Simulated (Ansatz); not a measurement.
PbSe (rock salt), conventional cell a = b = c = 6.1780 Å, α = β = γ = 90.00°. The calculation uses the primitive cell of 2 atoms, to which meshes and values per cell refer.

The relaxed cell is deformed in two ways at once: its volume V is scaled, and at that volume it is stretched along z (the c axis of the conventional cell) so that c/a changes. Fractional atomic positions are held.

Calculation: r2SCAN (plane waves to 500 eV, PAW, scalar-relativistic; Ansatz, an electronic-structure program). k mesh 9×9×9 (Γ-centred), Fermi-Dirac smearing 0.05 eV. Compression counts positive. PbSe was relaxed with its symmetry unable to fall. Spin-orbit coupling is left out, though Pb is heavy.

Changes of σxx (GPa) from the point V/V₀ = 1.000, (c/a)/(c/a)₀ = 1.000 when one coordinate moves alone (two changes are said to add if the coupling is within 5 % of the smaller one, nearly so within 20 %):

```json
[
 {"point": "V/V₀ = 1.000, (c/a)/(c/a)₀ = 0.920", "change": "-2.67"},
 {"point": "V/V₀ = 1.000, (c/a)/(c/a)₀ = 0.947", "change": "-1.87"},
 {"point": "V/V₀ = 1.000, (c/a)/(c/a)₀ = 0.973", "change": "-0.98"},
 {"point": "V/V₀ = 0.960, (c/a)/(c/a)₀ = 1.000", "change": "2.29"},
 {"point": "V/V₀ = 0.973, (c/a)/(c/a)₀ = 1.000", "change": "1.47"},
 {"point": "V/V₀ = 0.987, (c/a)/(c/a)₀ = 1.000", "change": "0.71"},
 {"point": "V/V₀ = 1.013, (c/a)/(c/a)₀ = 1.000", "change": "-0.66"},
 {"point": "V/V₀ = 1.027, (c/a)/(c/a)₀ = 1.000", "change": "-1.28"},
 {"point": "V/V₀ = 1.040, (c/a)/(c/a)₀ = 1.000", "change": "-1.85"},
 {"point": "V/V₀ = 1.000, (c/a)/(c/a)₀ = 1.027", "change": "1.05"},
 {"point": "V/V₀ = 1.000, (c/a)/(c/a)₀ = 1.053", "change": "2.18"},
 {"point": "V/V₀ = 1.000, (c/a)/(c/a)₀ = 1.080", "change": "3.36"}
]
```

**Question.** What is the change at V/V₀ = 0.973, (c/a)/(c/a)₀ = 1.053, where both move, and how far is it from the sum?

**Answer.** The sum of the single changes is 1.47 + (2.18) = 3.65; the calculation gives 3.93, so the coupling contributes 0.28 (under 20 % of the smaller single change, nearly additive).

**Question.** Do the two effects add at V/V₀ = 0.973, (c/a)/(c/a)₀ = 0.920? Give the computed change.

**Answer.** The sum of the single changes is 1.47 + (-2.67) = -1.20; the calculation gives -1.60, so the coupling contributes -0.40 (over 20 % of the smaller single change, not additive).

(Under strain, the slope of the energy per volume gives the stress and its curvature an elastic modulus.)
